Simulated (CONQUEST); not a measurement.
Worked example: self-consistent single point of ZnS (Cmc2_1, 8 atoms in the cell; from Materials Project mp-560588, changed as shown) in CONQUEST.

All values come from this method and carry its errors: PBE, numerical atomic orbitals double-zeta with polarisation (the shipped basis), PseudoDojo norm-conserving potentials made for PBE (CONQUEST).

The change in words: lattice vector b scaled by 0.99. Reference geometry (P6_3mc):
```xyz
8
Lattice="3.8553 0.0000 0.0000 0.0000 6.6775 0.0000 0.0000 0.0000 6.3191" Properties=species:S:1:pos:R:3 pbc="T T T"
Zn     0.0000     2.2258     0.0009
Zn     1.9276     1.1129     3.1604
Zn     1.9276     5.5646     0.0009
Zn     0.0000     4.4517     3.1604
S      0.0000     2.2258     2.3688
S      1.9276     1.1129     5.5283
S      1.9276     5.5646     2.3688
S      0.0000     4.4517     5.5283
```

Reference input (self-consistent single point, DFT, PBE, numerical atomic orbitals double-zeta with polarisation (the shipped basis), PseudoDojo norm-conserving potentials made for PBE): basis = DZP; Diag.MPMeshX, Y, Z = 6 4 4; potentials = PseudoDojo norm-conserving PBE; Grid.GridCutoff = 175 Ha; DM.SolutionMethod = diagon; Diag.kT = 0.0001 Ha; Diag.GammaCentred = true; minE.SCTolerance = 1.0e-06; SC.MaxIters = 100; SC.LinearMixingFactor = 0.3; AtomMove.TypeOfRun = static. This run's input differs from it in these lines:

```diff
@@ -32,3 +32,3 @@
      3.855275000      0.000000000      0.000000000
-     0.000000000      6.677533000      0.000000000
+     0.000000000      6.610758000      0.000000000
      0.000000000      0.000000000      6.319074000
```

Output (repeated stretches shortened):

```
    new_SC_potl: Starting.  Tolerance:  0.10000E-05

    PulayMixSC: Starting Pulay mixing, A_up =  0.300 A_dn =  0.300
    PulayMixSC: Spin non-polarised calculation.
          Harris-Foulkes Energy            :      -880.531902521803886 Ha
          (TS=0 as O(N) or entropic contribution is negligible)
          DFT Total Energy                 :      -880.359182205844945 Ha
          Total number of electrons        :       104.000000000006750
    PulayMixSC: Pulay iteration     1 residual:              0.15544E-02
          Harris-Foulkes Energy            :      -880.464820614696009 Ha
   [... lines left out ...]
          (TS=0 as O(N) or entropic contribution is negligible)
          DFT Total Energy                 :      -880.457760879815851 Ha
          Total number of electrons        :       104.000062476726569
    PulayMixSC: Pulay iteration     6 residual:              0.34642E-05
          Harris-Foulkes Energy            :      -880.457761003209498 Ha
          (TS=0 as O(N) or entropic contribution is negligible)
          DFT Total Energy                 :      -880.457760974628627 Ha
          Total number of electrons        :       104.000062435593023
    PulayMixSC: Pulay iteration     7 residual:              0.87653E-06
    PulayMixSC: Reached SCF tolerance of  0.87653E-06 after      7 iterations
      | Number of electrons      =       104.000062
      |* band energy as 2Tr[K.H] =      -142.167618174510380 Ha
      |  screened ion-ion energy =      -754.204429930593733 Ha
      |  Ha correction           =         5.048313800543519 Ha
      |  XC correction           =        10.866010882291706 Ha
      |* Harris-Foulkes energy   =      -880.457761003209498 Ha
      |* DFT total energy        =      -880.457760974628627 Ha
      |  estimated accuracy      =        -0.000000028580871 Ha

    force: Forces on atoms (Ha/A )
    force:  Atom   X              Y              Z
    force:     1  -0.0000000000  -0.0024380409   0.0018048704
    force:     2  -0.0000000000   0.0024380409   0.0018048704
   [... lines left out ...]
    force: Maximum force :        0.00245926(Ha/A ) on atom         5 in y direction
   [... lines left out ...]
    force: Force Residual:        0.00297544 Ha/A
    force: Total stress:         -2.18689734     0.00000000    -0.00000000 GPa
                             0.00000000    -3.22016882    -0.00000000
                            -0.00000000    -0.00000000    -1.94574263
    force: Average pressure:      2.45093627 GPa

    force: Finished force
    get_E_and_F: Change in energy during last step of electronic optimisation:  0.14168E-06
```

The run converged in 7 iterations. CONQUEST prints the stress tensor with tension positive. Against the reference run the free energy goes up by 3.1 meV/atom, the pressure goes from 1.71 to 2.45 GPa and the gap on the mesh goes from 2.249 to 2.276 eV.

The program uses no crystal symmetry, so grid and mesh can part values that symmetry would make equal. The atom-centred basis is finite, which shifts total energies, pressures and gaps against plane waves. The structure comes from a collection of computed structures, made at another level of theory; the collection holds predicted forms beside known ones. Its lattice was then scaled.

Cost on one core: roughly 2.3 core-minutes.
